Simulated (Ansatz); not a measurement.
Values for one crystal, relaxed and computed with r²SCAN in the plane-wave PAW code Ansatz; other levels are named.

- Volume per atom: 13.61 Å³
- Electronic character: metallic (no gap)
- Density of states at the Fermi level: 0.38 states/eV per atom (mean over ±0.08 eV)
- Formation energy from the elements (no fitted shifts): -50 kJ/mol-atom

Question: Which compound is it?
A. EuSiPt, P2_13 (Eu on 4a, Si on 4a, Pt on 4a)
B. CoMoP, Pnma (Co on 4c, Mo on 4c, P on 4c)
C. V3Si2Mo3, R32 (V on 9d, Si on 6c, Mo on 9e)
D. ZrSiRu, P-62m (Zr on 3g, Si on 1b, Si on 2c, Ru on 3f)

Answer: C, V3Si2Mo3, R32 (V on 9d, Si on 6c, Mo on 9e)

The workflow started from a Materials Project entry (that database holds measured and hypothetical structures alike); the Crystallography Open Database copy checked does not list it. With V and Mo taken as one species the cell has the higher symmetry Pm-3n, so it may be an ordered model of a mixed-site phase. Its standing as an ambient phase is unchecked. Symmetry was held in the r²SCAN relaxation; its stability against distortions is not shown here. No spin polarisation was allowed. The references are the lowest solids computed at this level, not always the standard phases. Scalar-relativistic: spin–orbit coupling is off unless named, which matters more the heavier the elements.

Potentials: the later of the program's two PAW sets.
